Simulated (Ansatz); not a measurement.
BP in space group Pnma (No. 62; B on 4c, P on 4c), plane-wave PAW PBE+D3(BJ) (Ansatz code), all energies at zero smearing, with the estimated change up to a 700 eV cutoff added, with one set of potentials and settings (totals compare only within such a set). Cell of 8 atoms (4 B, 4 P): -3649.876 eV.

| element | reference phase | E (eV/atom) |
|---|---|---|
| B | R-3m, 12 atoms in the cell | -156.1236 |
| P | Cmce, 4 atoms in the cell | -756.0406 |

Formation energy per atom, worked out: (-3649.876 − 4×(-156.1236) − 4×(-756.0406))/8 = -0.152 eV/atom (-15 kJ per mol of atoms), at 0 K, without zero-point energy or fitted corrections.

The start of the workflow was typed in or built on a structure type; neither database checked (COD, Materials Project) lists it. It is not the phase usual at ambient conditions (space group No. 216). Symmetry was held in the PBE+D3(BJ) relaxation; its stability against distortions is not shown here. The volume moved by 24 % from the start of the relaxation. The references are the lowest solids computed at this level, not always the standard phases.

Potentials: the later of the program's two PAW sets.
